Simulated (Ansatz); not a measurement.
C:
```
C
1.0
    2.45297     0.00000     0.00000
   -1.22649     2.12434     0.00000
    0.00000     0.00000     3.58538
C
2
Direct
  0.33333   0.66667   0.00000
  0.66667   0.33333   0.00000
```

Relaxed with r²SCAN+D4. Special points in fractions of this cell's reciprocal vectors: Γ (0.000, 0.000, 0.000); M (0.500, 0.000, 0.000); K (0.333, 0.333, 0.000); A (0.000, 0.000, 0.500); L (0.500, 0.000, 0.500); H (0.333, 0.333, 0.500).

**Question.** List the band energies nearest the Fermi level at these points for r²SCAN+D4 in the plane-wave PAW code Ansatz.

**Answer.** In eV from the Fermi level; about four levels below and three above (degenerate sets whole), none deeper than 8.9 eV; … stands for higher levels left out; points with the same levels are listed once.

```json
[
 {"k": "Γ", "below": "-7.44 -3.28 -3.28", "above": "3.81 …"},
 {"k": "M", "below": "-6.91 -2.04", "above": "2.48 …"},
 {"k": "K", "below": "–", "above": "0.47 0.47 …"},
 {"k": "A", "below": "-8.87 -3.26 -3.26", "above": "…"},
 {"k": "L", "below": "-6.88 -3.06", "above": "1.12 …"},
 {"k": "H", "below": "-0.49 -0.49", "above": "…"}
]
```

Space group P6/mmm. The first step of the workflow began from a Materials Project structure, measured or hypothetical; the Crystallography Open Database copy checked does not list it. It is not the phase usual at ambient conditions (space group No. 194, 227). The cell was relaxed with r²SCAN+D4 under the symmetry of its start. At this level the phase is mechanically unstable. The Fermi level of a semimetal is unsure by some 0.05 eV on such meshes.

Potentials: the later of the program's two PAW sets.
